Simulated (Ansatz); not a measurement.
All numbers below come from DFT LDA, scalar-relativistic, plane waves, PAW (Ansatz).

Cutoff 420 eV; k points 12×12×12 on the computed 4-atom cell (Γ-centred); Gaussian smearing, width 0.10 eV; no spin polarisation.

```
CELL_PARAMETERS angstrom
2.16233 1.24842 7.28154
-2.16233 1.24842 7.28154
0.00000 -2.49684 7.28154
ATOMIC_POSITIONS crystal
Cd 0.00000 0.00000 0.00000
Sn 0.50000 0.50000 0.50000
Te 0.73897 0.73897 0.73897
Te 0.26103 0.26103 0.26103
```

(1) Is this geometry at equilibrium? Which atom feels the largest force?

(2) Give all forces and the stress.

## Answers

(1) It isn't. Atom 3 (Te) feels (0.00, 0.00, 0.71) eV/Å, 0.714 eV/Å in size, and symmetry-related atoms feel the same size.

(2)
```tsv
atom	Fx	Fy	Fz
Cd1	0.000	0.000	0.000
Sn2	0.000	0.000	0.000
Te3	0.000	0.000	0.714
Te4	0.000	0.000	-0.714
```
Stress (GPa, compression positive):
```
-1.44  0.00  0.00
 0.00 -1.44  0.00
 0.00  0.00 -2.98
```